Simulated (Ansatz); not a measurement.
TlI:
```
CELL_PARAMETERS angstrom
      4.24541     0.00000     0.00000
      0.00000     4.24541     0.00000
      0.00000     0.00000     4.24541
ATOMIC_POSITIONS crystal
  Tl 0.00000 0.00000 0.00000
  I  0.50000 0.50000 0.50000
```

Relaxed with r²SCAN+D4.

Question: Map the electron localisation function on the plane through (0.000, 0.000, 0.000) spanned by u = [1, 0, 0] and v = [0, 1, 1] in lattice vectors, from r²SCAN+D4 in the plane-wave PAW code Ansatz.

Answer: x is the fraction of u, y of v (the angle between them is 90°; rows are the nearest grid lines); atoms in the plane: Tl at (0.00, 0.00), I at (0.50, 0.50).
```
|9013555421111245553109|
|1114655421111245564111|
|3456554311111134556543|
|5665543211111123455665|
|5555432111221112345555|
|4332212457887542122334|
|2211235789999875321122|
|1112368999999998632111|
|1113689998888999863111|
|1137999876666789997311|
|1148998864334688998411|
|1148998753333578998411|
|1148998753333578998411|
|1148998864334688998411|
|1137999876666789997311|
|1113689998888999863111|
|1112368999999998632111|
|2211235789999875321122|
|4332212457887542122334|
|5555432111221112345555|
|5665543211111123455665|
|3456554311111134556543|
|1114655421111245564111|
|9013555421111245553109|
```
Scale: ten equal steps from -0.085 (start of '0') to 0.781 (end of '9'), in the order '0123456789'; x runs from 0.000 to 1.00, y from 0.000 (bottom) to 1.00 (top).

The density is the valence pseudo-density with augmentation charge, so density and ELF within about 1 Å of a nucleus are not all-electron values.

Space group Pm-3m (CsCl type). The first step of the workflow began from a Materials Project structure, measured or hypothetical; the Crystallography Open Database files this formula in space group No. 221, but the cells were not matched. Whether it is the stable phase at ambient conditions was not checked. The cell was relaxed with r²SCAN+D4 under the symmetry of its start; its stability against distortions is not shown here. Scalar-relativistic: spin–orbit coupling is off unless named, which matters more the heavier the elements.

Potentials: the later of the program's two PAW sets.
